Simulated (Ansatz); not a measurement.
The relaxed structure here is a generated cell of Cu: the first start was made by placing the elements on the sites of a structure type, and the end was not matched to a known phase here, so it may be hypothetical. Known forms of Cu include space group No. 225.

One starting cell of Cu (a generated cell, Cu built in the diamond structure type) was relaxed twice with Ansatz (plane waves, PAW, scalar-relativistic): with PBEsol at 420 eV and with PBE at 420 eV. The PBEsol result:

Cu is modelled in the cubic space group Fd-3m, origin choice 1 (No. 227), the diamond structure, Pearson symbol cF8. Lattice parameters: a = b = c = 5.2306 Å, α = β = γ = 90.00°. Cu on 8b is surrounded by 4 Cu at 2.265 Å (tetrahedral). (Neighbours: up to the widest gap in distance over summed covalent radii, below 1.35, at either atom.)
(The calculation used a cell of 2 atoms; values per cell refer to that cell.)

| quantity | PBEsol | PBE |
|---|---|---|
| space group | Fd-3m | Fd-3m |
| volume (Å³/atom) | 17.89 | [?] |
| a (Å) | 5.231 | [?] |
| gap (eV, no spin-orbit coupling) | 0.00 | [?] |

Problem. Fill in the PBE column.

Solution. 
- volume (Å³/atom), PBE: 19.16
- a (Å), PBE: 5.351
- gap (eV, no spin-orbit coupling), PBE: 0.00

Both levels end in the same structure; PBE's volume is 7.1 % larger. Neither column is exact.

No spin polarisation in the result.

The run could not lose the symmetry of its start: the end is stationary, and may be a saddle point rather than a minimum.

All atoms sit on sites fixed by symmetry, so only the cell could relax.

Ansatz is a program for electronic structure.
